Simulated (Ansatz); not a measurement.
# Ti₄O₃: moving O off its site

Ti₄O₃, I4/mmm, a = 4.212 Å, c = 8.208 Å. The structure is a Materials Project entry; whether it is the stable form wasn't checked. Ansatz: PBEsol, PAW, 420 eV, Γ-centred 14×14×14 mesh on 7 atoms, Gaussian smearing 0.15 eV; no spin polarisation.

```yaml
crystal:
  lattice:
    - [-2.10587, 2.10587, 4.10402]
    - [2.10587, -2.10587, 4.10402]
    - [2.10587, 2.10587, -4.10402]
  atoms:
    - { symbol: Ti, position: [0.00000, 0.50000, 0.50000] }
    - { symbol: Ti, position: [0.25988, 0.25988, 0.00000] }
    - { symbol: Ti, position: [0.50000, 0.00000, 0.50000] }
    - { symbol: Ti, position: [0.74012, 0.74012, 0.00000] }
    - { symbol: O, position: [0.75000, 0.25000, 0.50000] }
    - { symbol: O, position: [0.00000, 0.00000, 0.00000] }
    - { symbol: O, position: [0.25000, 0.75000, 0.50000] }
```

Atom 5 (O) moves by x along the unit vector (0.000, 0.000, 1.000), with its periodic images; all else is held. y is the free energy of the cell over the start, F the force along the path summed over the moved atoms. Symmetry makes y even in x.

| x (Å) | y (meV) | F (eV/Å) |
| --- | --- | --- |
| -0.1000 | ? | ? |
| -0.0333 | 7.7 | 0.47 |
| 0.0000 | 0.0 | 0.00 |
| 0.0167 | 1.9 | -0.23 |
| 0.0500 | 17.5 | -0.70 |
| 0.0667 | 31.2 | -0.94 |
| 0.0833 | 48.9 | -1.19 |

Question: Fit y = c2 x² + c4 x⁴ to the energies of the other rows, give the force constant, and predict energy and force of the missing row.

Answer: Least squares on the rows shown. y = 6955 x² + 13290 x⁴. The force constant is 2 c2 = 13.9 eV/Å² (for all images moving together, not for a lone atom). The force −dy/dx at the missing row is 1.44 eV/Å (computed 1.44). At x = -0.1000 the fit asked for gives 70.9 meV. The run gave 70.8 meV, so the fit is 0.1 meV too high, a small miss on the scale of the series. The form still works here, 20 % of the fitted range beyond its end.

Spin polarisation was left out, and a magnetic state may lie lower.

Cost: 7 runs of about 6.1 core-minutes in all, on Intel Xeon 6975P-C (Granite Rapids) (shared hosts).